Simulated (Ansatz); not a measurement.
Relaxed-ion elastic tensor of AsRu (CsCl type, Pm-3m) in GPa (Voigt order), PBEsol in the plane-wave PAW code Ansatz; density 10.40 g/cm³, 14.05 Å³ per atom.

|  | 1 | 2 | 3 | 4 | 5 | 6 |
|---|---|---|---|---|---|---|
| 1 | 300 | 180 | 180 | 0.0 | 0.0 | 0.0 |
| 2 | 180 | 300 | 180 | 0.0 | 0.0 | 0.0 |
| 3 | 180 | 180 | 300 | 0.0 | 0.0 | 0.0 |
| 4 | 0.0 | 0.0 | 0.0 | 102 | 0.0 | 0.0 |
| 5 | 0.0 | 0.0 | 0.0 | 0.0 | 102 | 0.0 |
| 6 | 0.0 | 0.0 | 0.0 | 0.0 | 0.0 | 102 |

Problem. Is the crystal mechanically stable?

Solution. Yes: the smallest eigenvalue of C is 102 GPa.

Problem. Work out the Voigt, Reuss and Hill averages.

Solution. K_V = 220, K_R = 220, K_H = 220; G_V = 85.3, G_R = 79.6, G_H = 82.4 GPa.

Problem. Give Young's modulus, Poisson's ratio, Pugh's ratio and the universal anisotropy index.

Solution. E = 9KG/(3K + G) = 220 GPa; ν = 0.33; K/G = 2.67 (ductile by the Pugh limit of 1.75); A_U = 5G_V/G_R + K_V/K_R − 6 = 0.36.

Problem. Estimate the sound speeds and the Debye temperature.

Solution. v_l = √((K + 4G/3)/ρ) = 5630 m/s, v_t = √(G/ρ) = 2810 m/s, mean 3160 m/s; Θ = (h/k)(3n/4πV)^(1/3) v_m = 390 K.

Problem. Give the Zener ratio and Young's modulus along [100], [110] and [111].

Solution. A = 2C44/(C11 − C12) = 1.71; 1/E = S11 − 2(S11 − S12 − S44/2)Γ with Γ = 0, 1/4, 1/3 gives 164, 230, 266 GPa.

Problem. Solve the Christoffel equation for the three sound speeds along [100], [110], [111].

Solution. Eigenvalues of C_ijkl n_j n_l equal ρv². In km/s, slowest first: [100] 3.14, 3.14, 5.37; [110] 2.40, 3.14, 5.74; [111] 2.67, 2.67, 5.85.

A made-up cell: these elements were put on the sites of a structure type; neither database checked (COD, Materials Project) lists it. Its standing as an ambient phase is unchecked. The cell was relaxed with PBEsol under the symmetry of its start; its stability against distortions is not shown here. The run is not spin-polarised. As this level gives no gap, shear constants depend on the k-mesh and smearing (Fermi–Dirac, 0.1 eV here).

Potentials: the earlier of the program's two PAW sets. The files were generated under PBE; for other functionals the program regenerates the frozen cores, and for LDA and PBEsol the local potential too.
